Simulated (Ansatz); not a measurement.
**S-33 nuclear quadrupole resonance in WS2**

Cell: an entry of the Crystallography Open Database (COD) (the entry's cell lengths or inner coordinates differ somewhat from later room-temperature determinations).

```cif
data_WS2
_symmetry_space_group_name_H-M 'P6_3/mmc'
_symmetry_Int_Tables_number 194
_cell_length_a 3.1800
_cell_length_b 3.1800
_cell_length_c 12.5000
_cell_angle_alpha 90.000
_cell_angle_beta 90.000
_cell_angle_gamma 120.000
loop_
_atom_site_label
_atom_site_type_symbol
_atom_site_symmetry_multiplicity
_atom_site_Wyckoff_symbol
_atom_site_fract_x
_atom_site_fract_y
_atom_site_fract_z
W W 2 c 0.3333 0.6667 0.2500
S S 4 f 0.3333 0.6667 0.6250
```

One atom of each set is listed.

Level of theory: DFT, PBE, plane waves and PAW, scalar-relativistic, collinear spin, 420 eV cutoff, Γ-centred 11×11×3 k-points, Fermi–Dirac smearing 0.02 eV (Ansatz 0.2.0). Start moments as typed (μB): 2 on each W, none on the rest.

S-33: I = 3/2, Q = -69.40 mb (year-2017 value). Static lattice, zero field.

(1) At which frequencies do the S-33 NQR lines lie?

Results:

(1) For I = 3/2 there is one line, ν = (|C_Q|/2)(1 + η²/3)^½.

```tsv
site	atoms	V_zz (10²¹ V/m²)	C_Q (MHz)	η	line frequencies (MHz)
S	4	-4.71	7.91	0.00	3.95
```

An axis of threefold or higher order runs through S, so V_zz lies along it and η is zero.

Without spin–orbit coupling the gradients at and beside W can be off by some per cent, at some sites by more. The start moments die out, and the run ends without spin.
